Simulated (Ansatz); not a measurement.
Relaxed candidate structures of Sr2H5Rh:

A. I4/mmm (No. 139), tI16; a = b = 4.9456 Å, c = 8.8163 Å, α = β = γ = 90.00°; H 2a (0.000, 0.000, 0.000); H 4c (0.000, 0.500, 0.000); H 4e (0.000, 0.000, 0.309); Rh 2b (0.000, 0.000, 0.500); Sr 4d (0.000, 0.500, 0.250)

B. C2/m (No. 12), mS16; a = 8.910 Å, b = 4.128 Å, c = 7.186 Å, α = 90.00°, β = 120.99°, γ = 90.00°; Sr 4i (0.220, 0.000, 0.231); H 2b (0.000, 0.500, 0.000); H 4i (0.204, 0.000, 0.554); H 4i (0.084, 0.000, 0.772); Rh 2c (0.500, 0.500, 0.500)

C. I4mm (No. 107), tI16; a = b = 5.331 Å, c = 7.747 Å, α = β = γ = 90.00°; Sr 4b (0.000, 0.500, 0.249); H 8c (0.278, 0.278, 0.494); H 2a (0.000, 0.000, 0.240); Rh 2a (0.000, 0.000, 0.008)

D. R32, hexagonal axes (No. 155), hR8; a = b = 5.497 Å, c = 16.058 Å, α = β = 90.00°, γ = 120.00°; H 9e (0.698, 0.698, 0.500); H 6c (0.000, 0.000, 0.396); Rh 3b (0.000, 0.000, 0.500); Sr 6c (0.000, 0.000, 0.246)

Problem. Order them by energy per atom (lowest first) at the level r2SCAN (plane waves to 500 eV, PAW, scalar-relativistic; Ansatz, a first-principles code).

Solution. C (reference, the lowest among the structures calculated here), B (+94 meV/atom), D (+233 meV/atom), A (+0.65 eV/atom)

Problem. Which candidates are metallic at this level, and what gaps do the others have?

Solution. No gap: A. B: 1.20 eV (no spin-orbit coupling); C: 0.76 eV (no spin-orbit coupling); D: 1.37 eV (no spin-orbit coupling).

Each run could gain symmetry but not lose that of its start, so entries can be saddle points. From databases, or of a type measured for this composition: I4mm, tI16; the others are generated cells (placed on structure types, drawn at random, substituted or restacked) that were not matched to a known phase here. Energies are at zero temperature and pressure, without zero-point motion. No spin polarisation in the result.
